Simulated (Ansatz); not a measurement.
TiAs (space group P6_3/mmc)

```
TiAs
1.0
    3.56644     0.00000     0.00000
   -1.78322     3.08862     0.00000
    0.00000     0.00000    11.85475
Ti As
4 4
Direct
  0.33333   0.66667   0.11702
  0.66667   0.33333   0.88298
  0.66667   0.33333   0.61702
  0.33333   0.66667   0.38298
  0.00000   0.00000   0.00000
  0.00000   0.00000   0.50000
  0.33333   0.66667   0.75000
  0.66667   0.33333   0.25000
```

The slice is a (1 -1 0 0) plane (indices of the conventional cell) through the point (0.000, 0.000, 0.000) (fractional), spanned by u = [110] and v = [001] in vectors of this cell: u (3.57 Å) and v (11.85 Å, at 90° to u). It covers one period; positions are fractions (u, v).

Computed with LDA (plane waves to 420 eV, PAW, scalar-relativistic; Ansatz, a first-principles code). k mesh 15×15×4. Inside the PAW spheres the values are not all-electron values, and peaks at nuclei hang on which shells count as valence. TiAs is run without spin polarisation. TiAs was relaxed with its symmetry unable to fall.

Task: Predict the map of the electron localisation function (ELF) on the slice.

Result: 
```
v \ u  0.00  0.12  0.25  0.38  0.50  0.62  0.75  0.88
-----  ----  ----  ----  ----  ----  ----  ----  ----
0.88   0.48  0.41  0.18  0.09  0.11  0.09  0.18  0.41
0.75   0.04  0.11  0.45  0.67  0.71  0.67  0.45  0.11
0.62   0.48  0.41  0.18  0.09  0.11  0.09  0.18  0.41
0.50      x     x  0.66  0.58  0.33  0.58  0.66     x
0.38   0.48  0.41  0.18  0.09  0.11  0.09  0.18  0.41
0.25   0.04  0.11  0.45  0.67  0.71  0.67  0.45  0.11
0.12   0.48  0.41  0.18  0.09  0.11  0.09  0.18  0.41
0.00      x     x  0.66  0.58  0.33  0.58  0.66     x
```

Values: electron localisation function (ELF). Points within 0.5 Å of a nucleus are blanked (x), as the pseudised field means little there.
